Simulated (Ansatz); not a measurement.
**Property card for C**

C:
```cif
data_C32
_chemical_formula_sum 'C32'
_space_group_name_H-M_alt 'Fd-3m :1'
_space_group_IT_number 227
_space_group_name_Hall 'F 4d 2 3 -1d'
_cell_length_a 7.47382
_cell_length_b 7.47382
_cell_length_c 7.47382
_cell_angle_alpha 90.000
_cell_angle_beta 90.000
_cell_angle_gamma 90.000
loop_
_atom_site_label
_atom_site_type_symbol
_atom_site_symmetry_multiplicity
_atom_site_Wyckoff_symbol
_atom_site_fract_x
_atom_site_fract_y
_atom_site_fract_z
_atom_site_occupancy
C1 C 32 e 0.07048 0.07048 0.07048 1
```
(The calculation used a cell of 8 atoms; values per cell refer to that cell.)

Space group Fd-3m (No. 227); conventional cell a = b = c = 7.4738 Å, α = β = γ = 90.00°.

Method: r²SCAN in the plane-wave PAW code Ansatz. Geometry: relaxed at this level of theory. Other levels are named where they apply.

### Cell and energy

Volume per atom: 13.05 Å³
Density: 1.53 g/cm³

### Electronic structure

* **Band gap**: 2.48 eV (smallest direct gap 2.48 eV)
* **Valence-band maximum**: at Γ
* **Conduction-band minimum**: on the K–Γ line, 89 % of the way from K (12 equivalent valleys)
* **Hole effective mass, band 1 of 2 at the edge**: 0.47 along [100], 0.32 along [110], 0.24 along [111] (mₑ)
* **Hole effective mass, band 2 of 2 at the edge**: 0.16 along [100], 0.19 along [110], 0.24 along [111] (mₑ)
* **HSE06 gap on the r²SCAN cell**: 3.20 eV

### Mechanics

* **Bulk modulus (Birch–Murnaghan fit)**: 167 GPa
* **Pressure derivative B′**: 3.8
* **Elastic constants (relaxed ions, GPa)**: C11 = 201, C12 = 150, C44 = 71.2
* **Mechanical stability**: stable (all eigenvalues of C positive)
* **Hill bulk and shear moduli**: 167 and 47.0 GPa
* **Young's modulus**: 129 GPa
* **Poisson's ratio**: 0.37
* **Debye temperature from the elastic constants**: 790 K

The start of the workflow was typed in or built on a structure type. Its sites differ from those of the usual phase in this space group: another stacking or structure type. Symmetry was held in the r²SCAN relaxation; its stability against distortions is not shown here.

Potentials: the later of the program's two PAW sets.
